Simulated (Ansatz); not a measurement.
**Compressing AlN: a fit and a missing row**

AlN, P6_3mc, a = 3.107 Å, c = 4.978 Å. Ansatz: r2SCAN, PAW, 500 eV, Γ-centred 12×12×6 mesh on 4 atoms, Gaussian smearing 0.02 eV; no spin polarisation. Shape and atoms are relaxed at each volume; pressure is positive in compression.

| V (Å³/atom) | P (GPa) |
| --- | --- |
| 9.155 | 34.08 |
| 9.467 | ? |
| 9.779 | 14.61 |
| 10.091 | 6.79 |
| 10.403 | 0.01 |
| 10.715 | -5.87 |
| 11.027 | -10.95 |
| 11.443 | -16.67 |

Task: Take V0 = 10.403 Å³/atom, count pressures from its P0 = 0.01 GPa, fit the third-order Birch–Murnaghan form to the other rows, and predict the missing pressure.

Result: With the Eulerian strain f = ½[(V0/V)^(2/3) − 1] and y = (P − P0)/[3f(1 + 2f)^(5/2)], the form is the line y = B0 + 1.5 B0 (B0′ − 4) f. Rows (f, y): 0.04447, 206.4; 0.02105, 208.5; 0.01025, 209.6; -0.00975, 211.2; -0.01905, 211.3; -0.03077, 211.8. Means f = 0.002700, y = 209.80; Σ(Δf)² = 0.003887, ΣΔfΔy = -0.2844; the slope is their ratio. y = 210.0 − 73.17 f GPa, so B0 = 210.0 GPa and B0′ = 4 + 2 × (-73.17)/(3 × 210.0) = 3.77. At V = 9.467, f = 0.03244, y = 207.63 and P = 23.65 GPa. The run gave 23.65 GPa, the same to the digits shown.